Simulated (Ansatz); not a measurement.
TaS2:
```cif
data_S4Ta2
_chemical_formula_sum 'Ta2 S4'
_space_group_name_H-M_alt 'P63/mmc'
_space_group_IT_number 194
_space_group_name_Hall '-P 6c 2c'
_cell_length_a 3.27076
_cell_length_b 3.27076
_cell_length_c 12.95692
_cell_angle_alpha 90.000
_cell_angle_beta 90.000
_cell_angle_gamma 120.000
loop_
_atom_site_label
_atom_site_type_symbol
_atom_site_symmetry_multiplicity
_atom_site_Wyckoff_symbol
_atom_site_fract_x
_atom_site_fract_y
_atom_site_fract_z
_atom_site_occupancy
Ta1 Ta 2 d 0.66667 0.33333 0.25000 1
S1 S 4 e 0.00000 0.00000 0.13029 1
```

Relaxed with LDA.

Tabulate the valence density and the electron localisation function along the shortest Ta–S contact (2.44 Å), the program Ansatz at the LDA level (PAW).



| distance from Ta (Å) | density (e/Å³) | ELF |
|---|---|---|
| 0.24 | 4.13 | 0.22 |
| 0.37 | 4.54 | 0.50 |
| 0.49 | 4.24 | 0.68 |
| 0.61 | 3.35 | 0.72 |
| 0.73 | 2.26 | 0.65 |
| 0.86 | 1.34 | 0.46 |
| 0.98 | 0.79 | 0.29 |
| 1.10 | 0.59 | 0.28 |
| 1.22 | 0.57 | 0.45 |
| 1.34 | 0.63 | 0.68 |
| 1.47 | 0.76 | 0.81 |
| 1.59 | 0.93 | 0.85 |
| 1.71 | 1.12 | 0.84 |
| 1.83 | 1.22 | 0.77 |
| 1.95 | 1.16 | 0.60 |
| 2.08 | 0.87 | 0.29 |
| 2.20 | 0.46 | 0.05 |

The density is the valence pseudo-density with augmentation charge, so density and ELF within about 1 Å of a nucleus are not all-electron values.

Space group P6_3/mmc. The first step of the workflow began from a Materials Project structure, measured or hypothetical; the Crystallography Open Database files this formula in space group No. 194, but the cells were not matched. It is not the phase usual at ambient conditions (space group No. 164). The LDA relaxation kept the symmetry of its start; its stability against distortions is not shown here. No spin polarisation was allowed. A crystal of weakly bound layers computed without a dispersion correction: the cell and the soft elastic constants depend strongly on that. Spin–orbit coupling is left out wherever it is not named.

Potentials: the later of the program's two PAW sets.
